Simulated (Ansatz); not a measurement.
A geometry of LiTaF$_{6}$ away from equilibrium: step 2 of the relaxation of a relaxed LiTaF6 cell shaken by Gaussian noise of σ = 0.08 Å a coordinate. The numbers are results of r2SCAN (plane waves to 500 eV, PAW, scalar-relativistic; Ansatz, a first-principles code), not measurements. Γ-centred k-mesh 6×6×6 on the run's cell (coarser than for final values), Fermi–Dirac smearing 0.05 eV.

```
CELL_PARAMETERS angstrom
      2.66050     1.51819     4.52538
     -2.62320     1.52090     4.50309
      0.02100    -3.01811     4.50729
ATOMIC_POSITIONS crystal
  Li 0.51874 0.49103 0.53481
  Ta 0.99086 0.00203 0.03482
  F  0.11419 0.75008 0.35507
  F  0.86531 0.22698 0.65111
  F  0.75312 0.36319 0.12005
  F  0.23104 0.65719 0.87017
  F  0.32800 0.14048 0.76411
  F  0.64624 0.86278 0.24809
```

Question: Predict the force on each atom, in eV/Å.

Answer: 
```json
[
 {"atom": "Li1", "Fx": "-0.06", "Fy": "-0.09", "Fz": "0.07"},
 {"atom": "Ta2", "Fx": "-0.95", "Fy": "3.39", "Fz": "-5.17"},
 {"atom": "F3", "Fx": "2.10", "Fy": "-2.47", "Fz": "2.31"},
 {"atom": "F4", "Fx": "0.42", "Fy": "-0.87", "Fz": "0.72"},
 {"atom": "F5", "Fx": "-1.16", "Fy": "-0.39", "Fz": "0.88"},
 {"atom": "F6", "Fx": "-0.56", "Fy": "-0.11", "Fz": "0.49"},
 {"atom": "F7", "Fx": "0.26", "Fy": "0.48", "Fz": "0.61"},
 {"atom": "F8", "Fx": "-0.07", "Fy": "0.06", "Fz": "0.10"}
]
```

Question: What is the pressure?

Answer: +2.5 GPa, compression positive.

Question: How far above the relaxed end point is this geometry?

Answer: 0.07 eV/atom; the path ends in R-3 (No. 148).

No spin polarisation in the result.

The cell that was disturbed is our relaxation of an entry of Materials Project.
